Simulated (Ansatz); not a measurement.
# Step by step: Co, relaxation of cell and atoms

The calculation used Ansatz 0.2.0, DFT, PBEsol, all-electron LAPW, scalar-relativistic.

Command: `ansatz run input.yaml --threads 1 --pin off --max-ram 3072MiB --backend cpu --events-out ev --progress --plain --runs-dir out` The run took about 260 s on 1 thread of a shared machine.

```yaml
crystal:
  lattice:
    - [2.4820709955, 0.0, 0.0]
    - [-1.2410354978, 2.1495365361, 0.0]
    - [0.0, 0.0, 4.0287870881]
  atoms:
    - { symbol: Co, position: [0.3333333333, 0.6666666667, 0.25], spin: 2.0 }
    - { symbol: Co, position: [0.6666666667, 0.3333333333, 0.75], spin: 2.0 }
magnetization:
  spin_polarized: true
kpoints:
  mp_grid: { grid: [15, 15, 8] }
scf:
  occupations: { method: fermi_dirac, width: 0.05 }
hamiltonian:
  xc: pbesol
  pseudopotentials: { kind: all_electron, lapw: { basis_error: 0.001 } }
output:
  forces: true
  stress: true
relax:
  f_tol: 0.005
  max_steps: 80
  cell: {}
```

The run is spin-polarised from parallel moments and ends with 3.18 μB in the cell; other orders may lie lower.

The geometry is COD entry 9010967, unchecked; take it as a test cell. The listed cell was then made from it by scaling, straining or moving an atom.

Each frame lists the cell vectors (Å), then Cartesian positions (Å); symmetry keeps all forces zero. Free energies count from the first step, -75768.8529 eV.

The walk took 5 evaluations in all; steps that aren't listed are left out.

Step 1: E = 0.0 meV, P = -7.74 GPa

```
cell 2.4821 0.0000 0.0000 -1.2410 2.1495 0.0000 0.0000 0.0000 4.0288
Co    0.0000    1.4330    1.0072
Co    1.2410    0.7165    3.0216
```

Step 2: E = -14.4 meV, P = -3.75 GPa

```
cell 2.4681 0.0000 0.0000 -1.2341 2.1374 0.0000 0.0000 0.0000 3.9996
Co    0.0000    1.4250    0.9999
Co    1.2341    0.7125    2.9997
```

(1) How does the relaxation end?

Answers

(1) It converges, with a = 2.458 Å, b = 2.458 Å, c = 3.968 Å, α = 90.00°, β = 90.00°, γ = 120.00° (conventional cell, space group P6_3/mmc). The last solve (on a basis chosen afresh for the final cell, so its energy is not quite comparable) gives E = -18.6 meV, P = 0.00 GPa:
```
cell 2.4578 0.0000 0.0000 -1.2289 2.1285 0.0000 0.0000 0.0000 3.9685
Co    0.0000    1.4190    0.9921
Co    1.2289    0.7095    2.9764
```
